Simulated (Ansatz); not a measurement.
**Question.** Name crystals whose computed values (r²SCAN (plane waves, PAW; program Ansatz)) fall in these windows: B₀ by P(V) fit (GPa) 130 to 160; highest Γ mode, no LO–TO term (cm⁻¹) 310 to 380.

**Answer.** 

| crystal | B₀ by P(V) fit (GPa) | highest Γ mode, no LO–TO term (cm⁻¹) |
|---|---|---|
| Al3Pd2, La2O3 or Ni2Al3 type | 141 | 340 |
| AlV, Cmmm (Al on 2a, V on 2c) | 154 | 341 |
| NbAl3, I4/mmm (Al on 2b, Al on 4d, Nb on 2a) | 136 | 366 |
| TiSi, Cmmm (Ti on 2b, Si on 2d) | 132 | 365 |
Others may fit too.

Standing as an ambient phase not checked: Al3Pd2, La2O3 or Ni2Al3 type; AlV, Cmmm (Al on 2a, V on 2c); NbAl3, I4/mmm (Al on 2b, Al on 4d, Nb on 2a); TiSi, Cmmm (Ti on 2b, Si on 2d). Perhaps ordered models of mixed-site phases: AlV, Cmmm (Al on 2a, V on 2c). All cells were relaxed under the symmetry of their starts (and spin orders); stability against distortions was not tested throughout. Rows with no word on spin ran without spin polarisation. Spin–orbit coupling is left out wherever it is not named.

Potentials: the later of the program's two PAW sets.
